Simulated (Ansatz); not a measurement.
NiO (CsCl type, Pm-3m) under volume change, PBEsol (plane waves, PAW; program Ansatz), scaled uniformly.

| V (Å³/atom) | E − E(relaxed) (meV/atom) | P (GPa) |
|---|---|---|
| 7.570 | 56.2 | 26.25 |
| 7.819 | 23.5 | 15.99 |
| 8.069 | 5.5 | 7.33 |
| 8.318 | 0.0 | 0.01 |
| 8.568 | ___ | ___ |
| 8.817 | ___ | ___ |
| 9.067 | 40.1 | -15.85 |

Q: What belongs in the gaps?

A: 
- 8.817, E − E(relaxed) (meV/atom): 18.8
- 8.817, P (GPa): -11.42
- 8.568, E − E(relaxed) (meV/atom): 5.0
- 8.568, P (GPa): -6.19

Q: What does a third-order Birch–Murnaghan fit give for V₀, B₀ and B′?

A: V₀ = 8.32 Å³/atom, B₀ = 224 GPa, B′ = 4.6.

A made-up cell: these elements were put on the sites of a structure type; neither database checked (COD, Materials Project) lists it. It is not the phase usual at ambient conditions (space group No. 225). The PBEsol relaxation kept the symmetry of its start, as lowered by the spin order; its stability against distortions is not shown here. Magnetic state: antiferromagnetic, chosen from 3 collinear starts compared on coarse meshes (ties went to the first, and starts can fall back to one state), not a proven ground state. No Hubbard U is applied.

Potentials: the later of the program's two PAW sets.
